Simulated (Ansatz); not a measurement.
The elements of this relaxed trial crystal are hidden behind letters.

```
lattice vectors (Å)
   4.1760    0.0000    0.0000
   0.0000    4.1760    0.0000
   0.0000    0.0000   11.8067
fractional positions
X 0.0000 0.0000 0.0000
X 0.5000 0.5000 0.2553
X 0.0000 0.0000 0.5000
X 0.5000 0.5000 0.7447
Z 0.5000 0.5000 0.0000
Q 0.0000 0.0000 0.2519
Q 0.5000 0.5000 0.5000
Q 0.0000 0.0000 0.7481
```

Theory: DFT PBE, scalar-relativistic, plane waves, PAW (Ansatz 0.2.0). Settings of the last relaxation (8-atom cell): 420 eV, 8×8×4 k points, Gaussian smearing of 0.02 eV, no spin polarisation.

| Item | Value |
| --- | --- |
| Space group | P4/mmm (No. 123) |
| Conventional cell | a = 4.176 Å, c = 11.807 Å |
| Volume per atom | 25.74 Å³ |
| Density | 5.24 g/cm³ |
| Energy over the elements | −0.410 eV/atom |
| Gap on the 8×8×4 mesh of the 8-atom cell | 0.13 eV |

Energies are uncorrected and count from the elements' standard states at the same level.

**Question.** X is a p-block element of period 5, Z is a p-block element of period 4 and Q is a p-block element of period 3. Which elements are they?

**Answer.** X = Sn, Z = Se, Q = S, so the formula is Sn4SeS3. Density times volume gives a mean mass of 5.24 × 25.74/1.6605 = 81.2 u per atom, and this set has 81.2 u. Sn on a site of symmetry 4/mmm has 4 Se at 2.95 Å and 2 S at 2.97 Å; Se has 6 Sn at 2.95–3.01 Å; around S on a site of symmetry 4mm lie 6 Sn at 2.93–2.97 Å; 3 more sites not described. Other sets within the hints have nearly the same mass, so mass alone doesn't settle it; this one was computed.

Kohn–Sham gaps at this level usually fall short of measured ones. A structure relaxed within its symmetry needn't be a true minimum.
